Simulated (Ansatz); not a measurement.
## How far is PAW off for Y2C?

```
Y C
1.0
     1.81242    1.04640    6.04788
    -1.81242    1.04640    6.04788
     0.00000   -2.09280    6.04788
Y C
2 1
Cartesian
  0.0000 0.0000 4.6798
  0.0000 0.0000 13.4639
  0.0000 0.0000 0.0000
```

Atom numbers follow the list: Y1, Y2, C3.

The cell comes from COD entry 1531888, which wasn't checked; take it as a given geometry. The listed cell was then made from it by scaling, straining or moving an atom.

All numbers are computed: DFT, PBEsol, PAW with Ansatz's default frozen-core files, scalar-relativistic (Ansatz 0.2.0); DFT, PBEsol, all-electron PAW with datasets made for the crystal, scalar-relativistic (Ansatz 0.2.0); DFT, PBEsol, all-electron LAPW, scalar-relativistic (Ansatz 0.2.0).

For PAW: a Γ-centred 11×11×11 k mesh, Fermi–Dirac smearing of 0.05 eV, cutoff 420 eV, no spin polarisation; the PAW files were made with PBE, and the program remakes their frozen cores for this functional. The crystal-made all-electron datasets (AE datasets) take a cutoff of 220 eV at this cell. LAPW targets a basis error of 1 meV/atom. The Ansatz runs share mesh, smearing and spin set-up. Plane-wave (PAW) pressures include the program's estimate of the Pulay term.

Stress and pressure are positive in compression.

| quantity | PAW | AE datasets | LAPW |
| --- | --- | --- | --- |
| pressure (GPa) | -3.65 | -3.65 | -3.64 |
| stress xx (GPa) | -3.89 | -3.88 | -3.88 |
| stress zz (GPa) | -3.18 | -3.17 | -3.17 |
| force on Y1, z (eV/Å) | 0.691 | 0.690 | 0.690 |

PAW's pressure differs from the LAPW value by about 0.01 GPa or less. Datasets made for the crystal and LAPW share parts of one code, so their agreement isn't an independent check.
